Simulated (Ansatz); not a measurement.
CsSnI₃, cubic perovskite, relaxed with r2SCAN in Ansatz 0.2.0: it is cubic, Pm-3m (No. 221); conventional cell a = 6.241 Å, 48.63 Å³ an atom. Cs has 12 I at 4.41 Å; Sn has 6 I at 3.12 Å; I has 2 Sn at 3.12 Å and 4 Cs at 4.41 Å. The cell was then strained (x, y and z are the cube axes), with the atoms relaxed again; stress is positive in compression. These are computed values for a spin-unpolarised cell that may be hypothetical; none is a measurement.

- Uniaxial -1.0 % along z, other directions held: r2SCAN's stress changes by +0.45 GPa along the strain and +0.05 GPa across it.
- Epitaxial strain of -1.0 % in the (001) plane: the free normal strain is +0.28 % and the in-plane stress changes by +0.49 GPa.

Q: Estimate C₁₁, C₁₂ and the bulk modulus from the uniaxial step.

A: With compression positive, C₁₁ ≈ −Δσ∥/ε = (-0.45)/(-0.0100) = 45 GPa and C₁₂ ≈ (-0.05)/(-0.0100) = 5 GPa; B = (C₁₁ + 2C₁₂)/3 = 18 GPa. A one-sided step carries third-order terms: it reads high by some per cent.

Q: What do the film's normal strain and stress say about the elastic constants?

A: ε⊥/ε∥ = (+0.0028)/(-0.0100) = -0.28, which linear elasticity sets to −2C₁₂/C₁₁ = -0.22 from the uniaxial step. The biaxial modulus is M = −Δσ/ε∥ = 49 GPa (C₁₁ + C₁₂ − 2C₁₂²/C₁₁ = 49 GPa).

Q: How much elastic energy does the film store, with 48.63 Å³ an atom?

A: u = M ε∥² = −Δσ ε∥ = -0.49 × (-0.0100) = 0.0049 GPa, and 1 GPa Å³ is 6.2415 meV: 1.49 meV an atom. The total energies of the two runs differ by 1.51 meV an atom.
